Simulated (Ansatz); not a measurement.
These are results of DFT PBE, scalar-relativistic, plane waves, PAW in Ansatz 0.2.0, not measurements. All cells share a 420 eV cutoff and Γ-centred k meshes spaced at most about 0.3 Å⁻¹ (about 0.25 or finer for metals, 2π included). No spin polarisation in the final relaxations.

These are static total energies at zero pressure. All come from trial cells, and lower structures may exist.

Question: Which of these relaxed structures of Mg₃Te₂O is the lowest in energy?
A.

```
Mg Te O
1.0
     3.87286    0.00000    0.00000
    -1.93643    3.35400    0.00000
     0.00000    0.00000    9.50286
Mg Te O
3 2 1
Direct
  0.66667 0.33333 0.61701
  0.33333 0.66667 0.38299
  0.00000 0.00000 0.00000
  0.66667 0.33333 0.19006
  0.33333 0.66667 0.80994
  0.00000 0.00000 0.50000
```

B.

```
Mg Te O
1.0
     4.45797    0.00000    0.00000
     0.00000    4.45797    0.00000
     0.00000    0.00000    7.10337
Mg Te O
3 2 1
Direct
  0.50000 0.00000 0.62174
  0.00000 0.50000 0.62174
  0.50000 0.50000 0.29872
  0.50000 0.00000 0.03885
  0.00000 0.50000 0.03885
  0.00000 0.00000 0.60203
```

C.

```
Mg Te O
1.0
     5.27635    0.00000    0.00000
    -2.63818    4.56945    0.00000
     0.00000    0.00000    9.56964
Mg Te O
3 2 1
Cartesian
  0.0000 0.0000 1.8727
  0.0000 0.0000 7.6969
  0.0000 0.0000 4.7848
  0.0000 3.0463 0.0000
  2.6382 1.5232 0.0000
  0.0000 0.0000 0.0000
```

D.

```
Mg Te O
1.0
     4.17507    0.00000    0.00000
    -2.08753    3.61572    0.00000
     0.00000    0.00000    9.09377
Mg Te O
3 2 1
Cartesian
  0.0000 0.0000 4.5469
  0.0000 2.4105 0.0000
  0.0000 2.4105 4.5469
  2.0875 1.2052 2.6654
  2.0875 1.2052 6.4284
  0.0000 0.0000 0.0000
```

Answer: A. It has space group P-3m1 (No. 164); the next, B, with space group P4mm (No. 99), lies 0.34 eV/atom higher. Counting O or Te atoms around Mg (for each partner element, those within 1.25 times its shortest distance or 1.15 times the sum of covalent radii, where it is the nearest in units of that sum or under 1.3; a plus sign parts groups by distance over the sum of covalent radii; a slash parts the counts of unlike sites), the lowest has Mg 3+3/6 and the next has Mg 3/4.

Weakly bound directions are ill-defined at this level, which has no dispersion term (P-6m2, P6/mmm), and this can change margins and order among such cells. These runs have no spin–orbit coupling, which can matter for Te. Cells relaxed within their symmetry can be saddle points. Some structure types and database cells were kept out of the candidates from the start, so a known form may be missing.
